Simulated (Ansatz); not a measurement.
Kick test of a cell of Ta3W2

The cell was found from a structure generator's guess, not taken from experiment.

All numbers below come from DFT PBE, scalar-relativistic, plane waves, PAW (Ansatz 0.2.0). Plane waves to 420 eV, a k mesh through Γ of 14×14×14 on the computed 5-atom cell and Gaussian smearing (0.10 eV); no spin polarisation.

The cell below (5 atoms, space group Fmmm (No. 69)) is relaxed within its symmetry.

```yaml
crystal:
  lattice:
    - [0.00000, 2.32677, 11.42021]
    - [1.62485, 0.00000, 11.42021]
    - [1.62485, 2.32677, 0.00000]
  atoms:
    - { symbol: Ta, position: [0.00000, 0.00000, 0.00000] }
    - { symbol: Ta, position: [0.19764, 0.19764, 0.80236] }
    - { symbol: Ta, position: [0.80236, 0.80236, 0.19764] }
    - { symbol: W, position: [0.59901, 0.59901, 0.40099] }
    - { symbol: W, position: [0.40099, 0.40099, 0.59901] }
```

For the test a repeat of it with 10 atoms (edges 2.84, 5.40, 11.54 Å) was strained at random (σ = 1.5 % a component), the atoms were moved at random (σ = 0.15 Å), and all was relaxed again on a coarse 8×4×2 mesh (in the run’s order of axes) with 0.20 eV smearing, with no symmetry imposed.

Spin–orbit coupling, which can matter for Ta and W, is left out.

**Question.** Is the structure stable against such a distortion?

**Answer.** It returns, within 1 meV/atom of the unmoved cell on that mesh and with the same symmetry when read at 0.1 Å (P-1 at 0.01 Å, so small strains and shifts remain). No instability shows in this cell; modes of other wave vectors, which need another repeat, aren't tested.
